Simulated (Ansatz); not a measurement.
Si$_{2}$Ni:
```
Si2Ni
1.0
    0.00000     2.72253     2.72253
    2.72253     0.00000     2.72253
    2.72253     2.72253     0.00000
Si Ni
2 1
Cartesian
  1.36127   1.36127   1.36127
  4.08380   4.08380   4.08380
  0.00000   0.00000   0.00000
```

Relaxed with PBE. Special points in fractions of this cell's reciprocal vectors: Γ (0.000, 0.000, 0.000); X (0.500, 0.000, 0.500); U (0.625, 0.250, 0.625); K (0.375, 0.375, 0.750); L (0.500, 0.500, 0.500); W (0.500, 0.250, 0.750).

Question: List the band energies nearest the Fermi level at these points for DFT-PBE in the program Ansatz with PAW potentials.

Answer: In eV from the Fermi level; about four levels below and three above (degenerate sets whole), none deeper than 8.9 eV; points with the same levels are listed once.

```csv
k,below,above
Γ,-5.07 -5.07 -5.07 -3.39 -3.39 -0.48,1.69 1.69 1.69
X,-3.48 -3.48 -3.33 -2.99 -0.42,1.45 7.72 8.13 8.13
U,-3.67 -3.31 -2.82 -2.55,0.20 3.65 4.63
L,-3.21 -3.21 -1.41 -1.41,1.74 1.81 1.81
W,-3.62 -3.62 -3.48 -3.06 -2.34,2.17 2.17 4.68
```

Space group Fm-3m (fluorite or antifluorite type). The cell was relaxed with PBE under the symmetry of its start. The run is not spin-polarised.

Potentials: the later of the program's two PAW sets.
